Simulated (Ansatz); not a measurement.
A plane-wave DFT run in Ansatz 0.2.0 (scalar-relativistic PAW potentials unless the input names others): input and command.

```yaml
crystal:
  lattice:
    - [1.4288596867, 0.8249525247, 5.9666182761]
    - [-1.4288596867, 0.8249525247, 5.9666182761]
    - [0.0, -1.6499050495, 5.9666182761]
  atoms:
    - { symbol: Co, position: [0.5, 0.5, 0.5] }
    - { symbol: Pt, position: [0.0, 0.0, 0.0] }
    - { symbol: O, position: [0.888026023, 0.888026023, 0.888026023] }
    - { symbol: O, position: [0.111973977, 0.111973977, 0.111973977] }
basis:
  ecutwfc: "18.4 Ry"
kpoints:
  mp_grid: { grid: [18, 18, 18] }
hamiltonian:
  xc: pbe
  hubbard: { sites: [{ species: Co, l: d, u_eff: 3.32 }] }
scf:
  occupations: { method: gaussian, width: 0.15 }
  convergence: { dr2_threshold: 1.0e-06 }
output:
  forces: true
  eigenvalues: true
  stress: true
```

```bash
ansatz run input.yaml --threads 1 --pin off --max-ram 2560MiB --backend cpu --events-out ev --progress --plain --runs-dir out
```

Abridged log:
```
Warning: basis.ecutwfc = 250.34475346 eV is below the records' recommended 420 eV, and the density's cutoff is lower with it unless basis.ecutrho_ratio is high enough to keep the records' density cutoff: compare with a run at a higher cutoff
Warning: scf.convergence.dr2_threshold = 1e-6 eV is looser than this run's default, which is 1e-7 eV or tighter. The error in the forces grows as the threshold's square root, so leave the key out unless less accurate forces are enough
Warning: output.stress: scf.convergence.dr2_threshold = 1e-6 eV is looser than the 4e-10 eV advised for a printed stress (1e-10 eV for each atom of the cell: 4). ...
Basis set: ecut = 250.34475346 eV, 375 PW (Γ), FFT grids on a1−a3, a2−a3, a3, exchange–correlation on 30×30×64 points (8 copies of the dense FFT grid, shifted against one another)
Bands: 29, of which v1, the nominal top of the filled ones, is band 24 counted from 1 (23 counted from 0)
Symmetry: 12 space group operations
k-points: 580 of 5832
SCF iter   1: F=—  HF=-18778.729804 eV  |F-HF|=—  |Δ(HF+E_count)|=         —  Δρ=4.56e-1  dr2=1.25e2  ethr=3.10e-3  ⟨swp⟩=4.4  Hψ=54799  notcnv=0
SCF iter   2: F=—  HF=-18779.391832 eV  |F-HF|=—  |Δ(HF+E_count)|=   6.62e-1  Δρ=5.32e-1  dr2=9.37e1  ethr=3.10e-3  ⟨swp⟩=3.9  Hψ=42449  notcnv=0  defer=324
SCF iter   3: F=—  HF=-18772.041190 eV  |F-HF|=—  |Δ(HF+E_count)|=    7.35e0  Δρ=1.33e-1  dr2=2.75e0  ethr=3.10e-3  ⟨swp⟩=3.0  Hψ=38947  notcnv=0  defer=341
SCF iter   4: F=—  HF=-18772.049439 eV  |F-HF|=—  |Δ(HF+E_count)|=   8.25e-3  Δρ=6.36e-2  dr2=8.53e-1  ethr=3.10e-3  ⟨swp⟩=2.0  Hψ=36399  notcnv=0  defer=721
SCF iter   5: F=—  HF=-18772.002975 eV  |F-HF|=—  |Δ(HF+E_count)|=   4.65e-2  Δρ=2.73e-2  dr2=2.55e-1  ethr=1.81e-3  ⟨swp⟩=2.9  Hψ=31671  notcnv=0  defer=540
SCF iter   6: F=—  HF=-18772.010643 eV  |F-HF|=—  |Δ(HF+E_count)|=   7.67e-3  Δρ=9.93e-3  dr2=4.07e-2  ethr=5.41e-4  ⟨swp⟩=1.0  Hψ=16280  notcnv=0  defer=540
SCF iter   7: F=—  HF=-18772.012211 eV  |F-HF|=—  |Δ(HF+E_count)|=   1.57e-3  Δρ=5.19e-3  dr2=9.99e-3  ethr=8.66e-5  ⟨swp⟩=1.0  Hψ=16280  notcnv=0  defer=540
SCF iter   8: F=—  HF=-18772.011969 eV  |F-HF|=—  |Δ(HF+E_count)|=   2.42e-4  Δρ=3.31e-3  dr2=3.09e-3  ethr=2.13e-5  ⟨swp⟩=1.0  Hψ=16280  notcnv=0  defer=540
SCF iter   9: F=—  HF=-18772.012361 eV  |F-HF|=—  |Δ(HF+E_count)|=   3.92e-4  Δρ=1.33e-3  dr2=9.92e-4  ethr=6.58e-6  ⟨swp⟩=1.0  Hψ=16280  notcnv=0  defer=540
SCF iter  10: F=—  HF=-18772.012230 eV  |F-HF|=—  |Δ(HF+E_count)|=   1.31e-4  Δρ=6.26e-4  dr2=1.99e-4  ethr=2.11e-6  ⟨swp⟩=1.8  Hψ=20753  notcnv=0  defer=534
SCF iter  11: F=—  HF=-18772.012215 eV  |F-HF|=—  |Δ(HF+E_count)|=   1.55e-5  Δρ=1.11e-4  dr2=3.76e-6  ethr=4.24e-7  ⟨swp⟩=1.0  Hψ=17815  notcnv=0  defer=524
SCF iter  12: F=—  HF=-18772.012215 eV  |F-HF|=—  |Δ(HF+E_count)|=   1.88e-8  Δρ=4.17e-5  dr2=1.36e-6  ethr=2.13e-9  ⟨swp⟩=8.4  Hψ=68730  notcnv=0
SCF iter  13: F=-18772.012215 eV  HF=-18772.012215 eV  |F-HF|=9.01e-8  |Δ(HF+E_count)|=   7.72e-8  Δρ=1.36e-5  dr2=1.14e-7  ethr=2.13e-9  ⟨swp⟩=3.6  Hψ=44971  notcnv=0
SCF 1 converged in 13 iterations: F = -18772.012215 eV  dr2 = 1.14e-7
SCF converged after 13 iterations
Free energy (F): -18772.012215 eV
Harris-Foulkes:  -18772.012215 eV  (|F-HF|=9.01e-8)
Internal energy: -18772.005009 eV  (E = F + TS)
E sigma→0 (E₀):  -18772.008612 eV
Entropy (-TS):   -0.007205 eV (-1.801 meV/atom)
Fermi energy:    15.686420 eV
--- Forces (eV/Å), atoms counted from 1 ---
  atom   1  Co     0.00000000     0.00000000     0.00000000
  atom   2  Pt     0.00000000     0.00000000     0.00000000
  atom   3  O      0.00000000     0.00000000    -0.38581187
  atom   4  O      0.00000000     0.00000000     0.38581187
--- Stress (GPa, compression-positive) ---
       -6.729196       0.000000       0.000000
        0.000000      -6.729196       0.000000
        0.000000       0.000000     -15.575596
  P = ⅓ Tr σ = -9.6780 GPa (-96.780 kbar)
Occupation matrices written to <dir>
```

Apart from outputs and empty bands, the input differs from a reference run on usual settings in scf.convergence.dr2_threshold: not typed → 1e-06; basis.ecutwfc: 420 → "18.4 Ry". The reference, at the same geometry, gave pressure 0.02 GPa, largest force 0.001 eV/Å, no gap on the mesh. This run converged in 13 SCF iterations (reference: 15) with an energy at zero smearing 2.2 eV/atom above the reference's, pressure -9.68 GPa, largest force 0.386 eV/Å, no gap on the mesh. Its cutoff is looser than usual, and the result moved.

It took 24 s on 1 thread of Intel(R) Xeon(R) 6975P-C (Granite Rapids), with other jobs on the host, peak memory 0.78 GiB.